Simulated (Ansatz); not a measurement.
Na₄NbAlSi₃O₁₂: 23Na NMR of the central transition

Cell: a Materials Project structure (computed, not necessarily an observed phase).

```cif
data_Na4NbAlSi3O12
_symmetry_space_group_name_H-M 'R3c:H'
_symmetry_Int_Tables_number 161
_cell_length_a 9.0188
_cell_length_b 9.0188
_cell_length_c 21.9558
_cell_angle_alpha 90.000
_cell_angle_beta 90.000
_cell_angle_gamma 120.000
loop_
_atom_site_label
_atom_site_type_symbol
_atom_site_symmetry_multiplicity
_atom_site_Wyckoff_symbol
_atom_site_fract_x
_atom_site_fract_y
_atom_site_fract_z
Na1 Na 18 b 0.3019 0.3431 0.5803
Na7 Na 6 a 0.0000 0.0000 0.4944
Al Al 6 a 0.0000 0.0000 0.3533
Nb Nb 6 a 0.0000 0.0000 0.6457
Si Si 18 b 0.9596 0.3408 0.5863
O19 O 18 b 0.1987 0.0339 0.3112
O25 O 18 b 0.8001 0.9678 0.6918
O31 O 18 b 0.0247 0.8406 0.4116
O37 O 18 b 0.9745 0.1637 0.5877
```

One atom of each set is listed; the run and its k-mesh use a cell of 42 atoms with edges of 8.98, 8.98, 8.98 Å.

Computed with Ansatz: DFT, PBE, plane waves and PAW, scalar-relativistic, 420 eV cutoff, Γ-centred 3×3×3 k-points, Fermi–Dirac smearing 0.02 eV.

23Na has I = 3/2 and Q = 104.0 mb (Pyykkö 2018); at 7.05 T its Larmor frequency is ν₀ = 79.4 MHz. Only the quadrupole interaction is simulated: positions count from each site's isotropic chemical shift, and J coupling is left out, as are shift anisotropy and dipolar coupling, which fast spinning averages.

Question: What does the 23Na spectrum (fast magic-angle spinning) show for each site?

Answer: 

```
site                                                  first shell  C_Q (MHz)     η  P_Q (MHz)  δ_QIS (ppm)  breadth (kHz)
 Na1  8 O at 2.37–2.95 Å; also 3 Si at 2.93–3.15 Å, 1 O at 3.33 Å      -3.05  0.43       3.14        -39.1           7.20
 Na7                                           6 O at 2.40–2.60 Å      -3.11  0.00       3.11        -38.3           6.52
```

δ_QIS = −(ν_Q²/30ν₀²)[I(I+1) − 3/4](1 + η²/3) × 10⁶ ppm with ν_Q = 3|C_Q|/[2I(2I−1)]; it falls as 1/B₀² in ppm, and the breadth as 1/B₀ in kHz.

An axis of threefold or higher order runs through Na7, so V_zz lies along it and η is zero.

The largest force is 0.5 eV/Å, so the atoms aren't at the calculated equilibrium and relaxing them would move these values. A computed database structure should lie near equilibrium, so this entry is doubtful.
